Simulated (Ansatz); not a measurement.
Geometry optimisation in Ansatz: input, command and trajectory.

```yaml
crystal:
  lattice:
    - [0.0, 3.9261844954, 3.9261844954]
    - [3.9261844954, 0.0, 3.9261844954]
    - [3.9261844954, 3.9261844954, 0.0]
  atoms:
    - { symbol: K, position: [0.75, 0.75, 0.75] }
    - { symbol: K, position: [0.25, 0.25, 0.25] }
    - { symbol: Li, position: [0.5, 0.5, 0.5] }
    - { symbol: Al, position: [0.0, 0.0, 0.0] }
    - { symbol: H, position: [0.7718052979, 0.2281947021, 0.2281947021] }
    - { symbol: H, position: [0.7718052979, 0.2281947021, 0.7718052979] }
    - { symbol: H, position: [0.2281947021, 0.7718052979, 0.7718052979] }
    - { symbol: H, position: [0.2281947021, 0.7718052979, 0.2281947021] }
    - { symbol: H, position: [0.2281947021, 0.2281947021, 0.7718052979] }
    - { symbol: H, position: [0.7718052979, 0.7718052979, 0.2281947021] }
basis:
  ecutwfc: 500
kpoints:
  mp_grid: { grid: [6, 6, 6] }
hamiltonian:
  xc: r2scan
scf:
  occupations: { method: gaussian, width: 0.02 }
output:
  forces: true
  stress: true
  eigenvalues: true
relax:
  adjacent_minimum: "off"
  f_tol: 0.01
  max_steps: 30
```

```bash
ansatz run input.yaml --threads 2 --pin off --max-ram 5120MiB --backend cpu --events-out ev --progress --plain --runs-dir out
```

The calculation used DFT r2SCAN, scalar-relativistic, plane waves, PAW in Ansatz 0.2.0.

The volume is held at 1.03 times that of the relaxed cell.

Of 3 frames 3 are shown, positions in Å and forces in eV/Å; the SCF threshold varies from step to step.

```xyz
10
Lattice="0.0000 3.9262 3.9262 3.9262 0.0000 3.9262 3.9262 3.9262 0.0000" Properties=species:S:1:pos:R:3:forces:R:3 pbc="T T T" step=1 free_energy_over_end_meV_per_atom=0.28
K     5.8893    5.8893    5.8893    0.0000    0.0000    0.0000
K     1.9631    1.9631    1.9631    0.0000    0.0000    0.0000
Li    3.9262    3.9262    3.9262    0.0000    0.0000    0.0000
Al    0.0000    0.0000    0.0000    0.0000    0.0000    0.0000
H     1.7919    3.9262    3.9262   -0.0866    0.0000    0.0000
H     3.9262    6.0605    3.9262    0.0000    0.0866    0.0000
H     6.0605    3.9262    3.9262    0.0866    0.0000    0.0000
H     3.9262    1.7919    3.9262    0.0000   -0.0866    0.0000
H     3.9262    3.9262    1.7919    0.0000    0.0000   -0.0866
H     3.9262    3.9262    6.0605    0.0000    0.0000    0.0866
10
Lattice="0.0000 3.9262 3.9262 3.9262 0.0000 3.9262 3.9262 3.9262 0.0000" Properties=species:S:1:pos:R:3:forces:R:3 pbc="T T T" step=2 free_energy_over_end_meV_per_atom=0.02
K     5.8893    5.8893    5.8893    0.0000    0.0000    0.0000
K     1.9631    1.9631    1.9631    0.0000    0.0000    0.0000
Li    3.9262    3.9262    3.9262    0.0000    0.0000    0.0000
Al    0.0000    0.0000    0.0000    0.0000    0.0000    0.0000
H     1.7785    3.9262    3.9262    0.0224    0.0000    0.0000
H     3.9262    6.0738    3.9262    0.0000   -0.0224    0.0000
H     6.0738    3.9262    3.9262   -0.0224    0.0000    0.0000
H     3.9262    1.7785    3.9262    0.0000    0.0224    0.0000
H     3.9262    3.9262    1.7785    0.0000    0.0000    0.0224
H     3.9262    3.9262    6.0738    0.0000    0.0000   -0.0224
10
Lattice="0.0000 3.9262 3.9262 3.9262 0.0000 3.9262 3.9262 3.9262 0.0000" Properties=species:S:1:pos:R:3:forces:R:3 pbc="T T T" step=3 free_energy_over_end_meV_per_atom=0.00
K     5.8893    5.8893    5.8893    0.0000    0.0000    0.0000
K     1.9631    1.9631    1.9631    0.0000    0.0000    0.0000
Li    3.9262    3.9262    3.9262    0.0000    0.0000    0.0000
Al    0.0000    0.0000    0.0000    0.0000    0.0000    0.0000
H     1.7812    3.9262    3.9262    0.0001    0.0000    0.0000
H     3.9262    6.0712    3.9262    0.0000   -0.0001    0.0000
H     6.0712    3.9262    3.9262   -0.0001    0.0000    0.0000
H     3.9262    1.7812    3.9262    0.0000    0.0001    0.0000
H     3.9262    3.9262    1.7812    0.0000    0.0000    0.0001
H     3.9262    3.9262    6.0712    0.0000    0.0000   -0.0001
```

It took 14 s on 2 threads of Arm Neoverse V1, on a shared host, peak memory 0.81 GiB.